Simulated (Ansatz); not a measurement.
Rb$_{2}$NaScF$_{6}$:
```cif
data_F24Na4Rb8Sc4
_chemical_formula_sum 'Rb8 Na4 Sc4 F24'
_space_group_name_H-M_alt 'Fm-3m'
_space_group_IT_number 225
_space_group_name_Hall '-F 4 2 3'
_cell_length_a 8.57057
_cell_length_b 8.57057
_cell_length_c 8.57057
_cell_angle_alpha 90.000
_cell_angle_beta 90.000
_cell_angle_gamma 90.000
loop_
_atom_site_label
_atom_site_type_symbol
_atom_site_symmetry_multiplicity
_atom_site_Wyckoff_symbol
_atom_site_fract_x
_atom_site_fract_y
_atom_site_fract_z
_atom_site_occupancy
Rb1 Rb 8 c 0.25000 0.25000 0.25000 1
Na1 Na 4 b 0.50000 0.50000 0.50000 1
Sc1 Sc 4 a 0.00000 0.00000 0.00000 1
F1 F 24 e 0.00000 0.00000 0.23530 1
```
(The calculation used a cell of 10 atoms; values per cell refer to that cell.)

Relaxed with r²SCAN. Independent-particle spectrum: no excitons, no local fields, no scissors shift; 0.1 eV broadening; ε₁ of the summed bands alone.

Tabulate the dielectric function from r²SCAN (plane waves, PAW; program Ansatz).



```csv
E (eV),ε₁ xx,ε₂ xx
0.0,2.06,0.00
0.5,2.06,0.00
1.0,2.06,0.00
1.5,2.07,0.00
2.0,2.08,0.00
2.5,2.10,0.00
3.0,2.12,0.00
3.5,2.15,0.00
4.0,2.18,0.00
4.5,2.22,0.00
5.0,2.27,0.00
5.5,2.33,0.00
6.0,2.42,0.00
6.5,2.54,0.00
7.0,2.72,0.00
7.5,3.05,0.00
8.0,4.34,0.33
8.5,1.99,3.25
9.0,1.97,0.75
9.5,2.61,0.47
10.0,3.33,1.12
10.5,2.71,2.58
11.0,2.36,1.85
11.5,0.78,2.17
12.0,1.23,1.91
```

From ε at 9.8 eV (xx: 3.15 + 0.66i), find n, k, the normal reflectivity and the absorption coefficient.

n = 1.78, k = 0.185, R = 8 %, α = 2kE/ħc = 180000 cm⁻¹.

With all bands, ε∞ without local fields is 2.23.

The first step of the workflow began from a Materials Project structure, measured or hypothetical; the Crystallography Open Database copy checked does not list it. Its standing as an ambient phase is unchecked. Symmetry was held in the r²SCAN relaxation; its stability against distortions is not shown here. No spin polarisation was allowed. Scalar-relativistic: spin–orbit coupling is off unless named, which matters more the heavier the elements.

Potentials: the later of the program's two PAW sets.
